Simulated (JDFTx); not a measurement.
- surface: Nb(100)
- bulk: Nb, Im-3m, lattice of mp-75 (not re-optimised)
- slab: 6 atoms in 6 planes, 1x1, 8.0 Å between the outermost planes
- in-plane cell: 3.318 × 3.318 Å, 11.01 Å²
- cell height: 24.3 Å
- sampling: 6×6×1 k mesh, Fermi smearing 0.01 Ha, no spin polarisation

All numbers are PBE, GBRV ultrasoft potentials, plane waves to 20/100 Ha results from a modified build of JDFTx, not measurements. Liquid on both sides: CANDLE, water, 1 M NaCl; nuclei fixed, outer atoms relaxed in vacuum. U vs SHE = −μ/e − 4.44 V throughout (conventional absolute potential of the hydrogen electrode). Ideal, unreconstructed faces without any overlayer. Convergence in thickness and k mesh wasn't tested for this slab.

Farther out the cavity gives way and the charge runs off; such runs are left out, and the outermost points shown may already feel it.

Task: Predict the potential of zero charge and the surface charge against electrode potential.

Result: The potential of zero charge is -1.26 V vs SHE.

| U (V vs SHE) | μ (eV) | excess electrons per cell | σ (μC/cm², per face) | run |
|---|---|---|---|---|
| -1.26 | -3.18 | 0.000 | 0.0 | neutral |
| -1.10 | -3.34 | -0.082 | 6.0 | fixed potential |
| -0.95 | -3.49 | -0.165 | 12.0 | fixed potential |
| -0.75 | -3.69 | -0.267 | 19.5 | fixed potential |
| -0.55 | -3.89 | -0.359 | 26.1 | fixed potential |
